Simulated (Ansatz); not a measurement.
**SnSi3O8 (rutile sites, Cmmm): zone-centre phonons and dielectric response**

Perturbation theory with PBEsol in the PAW code Ansatz on the PBEsol cell, ground state and force constants on a 4×4×4 mesh. (Calculated; spin-unpolarised; the phase may be known or hypothetical.)

It is orthorhombic, Cmmm (No. 65); a = 6.038 Å, b = 6.221 Å, c = 5.664 Å in the conventional setting, 8.86 Å³ an atom. Si has 6 O at 1.79–1.84 Å; Si has 6 O at 1.76–1.90 Å; O has 2 Si at 1.76–1.79 Å and 1 Sn at 2.00 Å; O has 3 Si at 1.81–1.90 Å; Sn has 6 O at 2.00–2.02 Å; O has 2 Si at 1.84 Å and 1 Sn at 2.02 Å.

```
CELL_PARAMETERS angstrom
3.01900 -3.11026 0.00000
3.01900 3.11026 0.00000
0.00000 0.00000 5.66450
ATOMIC_POSITIONS crystal
Si 0.50000 0.50000 0.23875
Si 0.00000 0.00000 0.00000
O 0.20421 0.20421 0.22255
O 0.79579 0.79579 0.22255
O 0.69426 0.30574 0.00000
O 0.30574 0.69426 0.00000
Si 0.50000 0.50000 0.76125
Sn 0.00000 0.00000 0.50000
O 0.20421 0.20421 0.77745
O 0.79579 0.79579 0.77745
O 0.67475 0.32525 0.50000
O 0.32525 0.67475 0.50000
```

Optical modes without the longitudinal term:
```
ω (cm⁻¹)  degeneracy  IR intensity, summed over the level ((D/Å)²/amu)
     176           1                                              0.00
     182           1                                              3.07
     202           1                                              0.64
     262           1                                             49.57
     268           1                                              0.05
     325           1                                              0.00
     363           1                                              0.00
     368           1                                              0.00
     374           1                                              0.00
     383           1                                              4.34
     435           1                                              0.00
     437           1                                              0.00
     451           1                                             31.11
     471           1                                              0.86
     482           1                                             49.71
     530           1                                             29.61
     534           1                                              0.00
     559           1                                              0.00
     563           1                                              0.00
     570           1                                             29.43
     577           1                                              0.00
     585           1                                              3.88
     643           1                                              0.00
     651           1                                              0.03
     657           1                                              0.00
     706           1                                              8.27
     707           1                                             31.39
     724           1                                             20.03
     754           1                                             19.46
     787           1                                              0.00
     808           1                                              0.83
     829           1                                              0.00
     892           1                                              0.00
```

The zone-centre optical frequencies run from 176 to 892 cm⁻¹, none imaginary (the rest of the zone wasn't tested). With the long-range field the highest mode reaches 954 cm⁻¹. By the program's warning the force constants, and with them frequencies and ε⁰, aren't converged on this mesh. Of the real levels 17 are infrared active, the strongest at 482 cm⁻¹.

The electronic dielectric tensor ε∞ is 3.63, 3.79 and 3.96 along x, y and z. With the ions relaxed, ε⁰ is 12.0, 20.1 and 11.2 along x, y and z. Born charges, averaged over directions: Si +4.02, O -2.04 to -2.02, Sn +4.12 e. The program notes that the ground state's band table doesn't vouch for all the bands that the response reads.

For comparison, on the r2SCAN cell the mean ε∞ is 3.49 with r2SCAN (ground state on 6×6×4; least gap 4.35 eV).

Spin-orbit coupling is left out, which matters wherever the heavy atoms make up the band edges.
